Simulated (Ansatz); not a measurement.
HfPt:
```xyz
4
Lattice="1.6913 -5.1599 0.0000 1.6913 5.1599 0.0000 0.0000 0.0000 4.2756" Properties=species:S:1:pos:R:3 pbc="T T T"
Hf     1.6913    -3.6933     3.2067
Hf     1.6913     3.6933     1.0689
Pt     1.6913    -0.9561     3.2067
Pt     1.6913     0.9561     1.0689
```

Relaxed with r²SCAN. Special points in fractions of this cell's reciprocal vectors: Γ (0.000, 0.000, 0.000); Y (-0.500, 0.500, 0.000); C0 (-0.277, 0.723, 0.000); Σ0 (0.277, 0.277, 0.000); Z (0.000, 0.000, 0.500); A0 (0.277, 0.277, 0.500); E0 (-0.277, 0.723, 0.500); T (-0.500, 0.500, 0.500); S (0.000, 0.500, 0.000); R (0.000, 0.500, 0.500).

Question: List the band energies nearest the Fermi level at these points for r²SCAN (plane waves, PAW; program Ansatz).

Answer: In eV from the Fermi level; about four levels below and three above (degenerate sets whole), none deeper than 8.9 eV; points with the same levels are listed once.

```json
[
 {"k": "Γ", "below": "-3.04 -3.03 -2.42 -1.06", "above": "1.41 1.52 1.72"},
 {"k": "Y", "below": "-3.44 -3.05 -3.04 -0.80", "above": "0.56 1.18 2.18"},
 {"k": "C0", "below": "-1.77 -1.46 -1.34 -0.06", "above": "0.42 2.02 2.99"},
 {"k": "Z", "below": "-2.95 -2.95 -0.99 -0.99", "above": "1.13 1.13 1.25 1.25"},
 {"k": "A0", "below": "-2.18 -2.18 -0.69 -0.69", "above": "0.23 0.23 1.63 1.63"},
 {"k": "T", "below": "-3.13 -3.13 -2.02 -2.02", "above": "1.21 1.21 2.13 2.13"},
 {"k": "S", "below": "-1.89 -1.23 -1.10 -0.51", "above": "0.28 1.74 2.78"},
 {"k": "R", "below": "-1.97 -1.97 -0.79 -0.79", "above": "0.22 0.22 1.47 1.47"}
]
```

Space group Cmcm. The workflow started from a Materials Project entry (that database holds measured and hypothetical structures alike); the Crystallography Open Database copy checked does not list it. COD files the formula under space group No. 221, so this cell is another polymorph or a model. Whether it is the stable phase at ambient conditions was not checked. The cell was relaxed with r²SCAN under the symmetry of its start; whether a distortion lowers the energy is not shown. No spin polarisation was allowed. Spin–orbit coupling is left out wherever it is not named.

Potentials: the later of the program's two PAW sets.
